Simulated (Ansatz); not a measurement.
# AlN (4H polytype): the band gap by level of theory

All numbers come from Ansatz 0.2.0. All values are calculated for a non-magnetic cell, which may be hypothetical.

The cell is AlN in the 4H polytype structure; cell and atoms were relaxed with r2SCAN. The symmetry is P6_3mc (No. 186, hexagonal); a = 3.097 Å, c = 10.034 Å in the conventional setting, 10.42 Å³ an atom. Al is surrounded by 4 N at 1.89–1.90 Å; Al is surrounded by 4 N at 1.89 Å; N is surrounded by 4 Al at 1.89–1.90 Å; N is surrounded by 4 Al at 1.89 Å.

```cif
data_structure
_symmetry_space_group_name_H-M 'P 1'
_symmetry_Int_Tables_number 1
_cell_length_a 3.0972
_cell_length_b 3.0972
_cell_length_c 10.0339
_cell_angle_alpha 90.000
_cell_angle_beta 90.000
_cell_angle_gamma 120.000
_cell_volume 83.35
loop_
_atom_site_label
_atom_site_type_symbol
_atom_site_fract_x
_atom_site_fract_y
_atom_site_fract_z
_atom_site_occupancy
Al1 Al 0.00000 0.00000 0.99873 1
Al2 Al 0.33333 0.66667 0.24984 1
Al3 Al 0.00000 0.00000 0.49873 1
Al4 Al 0.66667 0.33333 0.74984 1
N1 N 0.00000 0.00000 0.18821 1
N2 N 0.33333 0.66667 0.43822 1
N3 N 0.00000 0.00000 0.68821 1
N4 N 0.66667 0.33333 0.93822 1
```

Relaxed lattice by functional, symmetry kept:
```json
{"functional": "PBE", "k mesh": "12×12×4", "a (Å)": "3.121", "c (Å)": "10.111", "volume (Å³/atom)": "10.66"}
{"functional": "r2SCAN", "k mesh": "12×12×2", "a (Å)": "3.097", "c (Å)": "10.034", "volume (Å³/atom)": "10.42"}
```

Band edges at fixed r2SCAN geometry:
```csv
level,k mesh,gap (eV),kind,edges,least direct gap (eV)
PBE,12×12×4,4.04,indirect,Γ → M,4.20
r2SCAN,12×12×4,4.67,indirect,Γ → M,4.86
HSE06,6×6×2,5.31,indirect,Γ → M,5.57
PBE0,6×6×2,6.04,indirect,Γ → M,6.30
```
PBE: smearing of 0.02 eV; the others have fixed occupations.
Wave cutoffs: 420 eV, 500 eV (r2SCAN).

The HSE06 gap is indirect, 5.31 eV (Γ to M), below the direct gap of 5.57 eV at Γ.

r2SCAN covers 50 % of the step from PBE to HSE06. All these functionals give a gap of the same kind, indirect.

r2SCAN (ground state on 9×9×2): The electronic dielectric tensor ε∞ is 4.20 along x and y, 4.31 along z. Born charges, averaged over directions: Al +2.53 to +2.59, N -2.56 e. The program notes that the ground state's band table doesn't vouch for all the bands that the response reads.

The meshes of the hybrids are coarse, so their gaps aren't converged to the digits shown.
